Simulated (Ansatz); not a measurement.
ZnSe:
```xyz
2
Lattice="0.0000 2.8168 2.8168 2.8168 0.0000 2.8168 2.8168 2.8168 0.0000" Properties=species:S:1:pos:R:3 pbc="T T T"
Se     4.2251     4.2251     4.2251
Zn     0.0000     0.0000     0.0000
```

Relaxed with PBEsol. Special points in fractions of this cell's reciprocal vectors: Γ (0.000, 0.000, 0.000); X (0.500, 0.000, 0.500); U (0.625, 0.250, 0.625); K (0.375, 0.375, 0.750); L (0.500, 0.500, 0.500); W (0.500, 0.250, 0.750).

Task: List the band energies nearest the valence-band maximum at these points for plane-wave PAW PBEsol with spin–orbit coupling (Ansatz code).

Result: In eV from the valence-band maximum; about four levels below and three above (degenerate sets whole), none deeper than 8.9 eV; points with the same levels are listed once.

| k | below | above |
|---|---|---|
| Γ | 0.00 0.00 0.00 0.00 | 1.11 1.11 5.51 5.51 |
| X | -2.49 -2.49 -2.31 -2.31 | 2.68 2.68 3.25 3.25 |
| U | -3.40 -3.29 -1.99 -1.99 | 3.33 3.33 5.38 |
| L | -1.15 -1.15 -0.92 -0.92 | 2.35 2.35 6.15 6.15 |
| W | -3.11 -2.94 -2.90 -2.88 | 5.19 5.23 5.43 |

Space group F-43m (zinc blende). The PBEsol relaxation kept the symmetry of its start.

Potentials: the later of the program's two PAW sets.
